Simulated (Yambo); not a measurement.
Yambo run on Ca$_{2}$H$_{3}$Br (space group P-3m1, No. 164). The wavefunctions come from this Quantum ESPRESSO step (PBEsol, PseudoDojo standard norm-conserving files, fully relativistic):

```
&CONTROL
  calculation = 'nscf'
  pseudo_dir = './pseudo'
  outdir = './out'
/
&SYSTEM
  ibrav = 0
  nat = 6
  ntyp = 3
  ecutwfc = 72.0
  ecutrho = 288.0
  occupations = 'fixed'
  force_symmorphic = .true.
  nbnd = 260
  noncolin = .true.
  lspinorb = .true.
/
&ELECTRONS
  conv_thr = 6.000000000000001e-09
  diago_full_acc = .true.
  diago_thr_init = 1e-08
/
ATOMIC_SPECIES
H 1.0080 H.upf
Ca 40.0780 Ca.upf
Br 79.9040 Br.upf
CELL_PARAMETERS angstrom
  3.902939918000   0.000000000000   0.000000000000
 -1.951469959000   3.380045118000   0.000000000000
  0.000000000000   0.000000000000   6.853530000000
ATOMIC_POSITIONS crystal
H   0.666666667000   0.333333333000   0.850480000000
H   0.333333333000   0.666666667000   0.149520000000
H   0.000000000000   0.000000000000   0.000000000000
Ca   0.666666667000   0.333333333000   0.185760000000
Ca   0.333333333000   0.666666667000   0.814240000000
Br   0.000000000000   0.000000000000   0.500000000000
K_POINTS automatic
3 3 2 0 0 0
```

Yambo input:

```
rim_cut
gw0
dyson
el_el_corr
HF_and_locXC
ppa
em1d
RandQpts= 1000000
RandGvec= 1 Ry
EXXRLvcs= 72 Ry
VXCRLvcs= 288 Ry
Chimod= "HARTREE"
% BndsRnXp
 5 | 258 |
%
NGsBlkXp= 7 Ry
% LongDrXp
 1.0 | 1.0 | 1.0 |
%
PPAPntXp= 27.2114 eV
% GbndRnge
 1 | 258 |
%
GTermKind= "BG"
DysSolver= "n"
ExtendOut
% QPkrange
 1 | 1 | 30 | 31 |
 2 | 2 | 28 | 32 |
 4 | 4 | 30 | 31 |
 5 | 5 | 30 | 31 |
 6 | 6 | 30 | 31 |
%
```

k points by index: 1 = Γ, 2 = A, 4 = (0, 0.333, -0.5), 5 = K, 6 = H.

Resulting energies as the program prints them:

```
#    K-point    Band    Eo [eV]    E [eV]    E-Eo [eV]    Vxc [eV]    Vnlxc [eV]    Sc|Eo [eV]    Sc|E [eV]    dSc/dw|Eo [eV]    Re(Z)    Im(Z)
#
    1    30    -0.255162    -1.090929    -0.835767    -10.99493    -13.16213    1.116906    1.331433    -6.983924    0.795761    -0.001516
    1    31    2.119199    3.590135    1.470936    -13.09821    -6.736096    -4.539580    -4.891177    -6.503571    0.807099    -0.001409
    2    28    -3.737938    -4.828752    -1.090815    -12.93894    -16.52239    2.226706    2.492640    -6.633276    0.804006    -0.001309
    2    29    -0.54379E-13    -0.896536    -0.896536    -11.44441    -13.84548    1.270809    1.504535    -7.093208    0.793226    -0.001512
    2    30    0.000000    -0.896536    -0.896536    -11.44441    -13.84548    1.270809    1.504535    -7.093208    0.793226    -0.001512
    2    31    1.687053    2.378770    0.691717    -9.669283    -4.861728    -3.971279    -4.115838    -5.685721    0.827165    -0.001235
    2    32    1.687053    2.378770    0.691717    -9.669283    -4.861728    -3.971279    -4.115838    -5.685721    0.827165    -0.001235
    4    30    -2.602215    -3.412264    -0.810048    -10.99103    -13.67705    1.655070    1.875975    -7.419010    0.785760    -0.002240
    4    31    1.542258    2.465757    0.923499    -10.87733    -5.571832    -4.174312    -4.381998    -6.118612    0.816421    -0.001358
    5    30    -3.589951    -4.667991    -1.078040    -11.72505    -15.36445    2.263460    2.561365    -7.517940    0.783520    -0.002406
    5    31    1.640545    2.644531    1.003986    -11.12002    -5.704429    -4.184669    -4.411609    -6.149919    0.815655    -0.001371
    6    30    -3.473187    -4.376167    -0.902980    -11.06473    -14.36966    2.135097    2.401951    -8.037091    0.771961    -0.004508
    6    31    2.341313    3.556696    1.215383    -12.26875    -6.370558    -4.394895    -4.682814    -6.445498    0.808492    -0.001257
```
(The two width columns are left out.) Convergence of these settings isn't established.

Geometry of the Materials Project entry, not relaxed at this level.

The structure is a Materials Project entry; no match was found in the copy of COD used, and its stability was not checked.
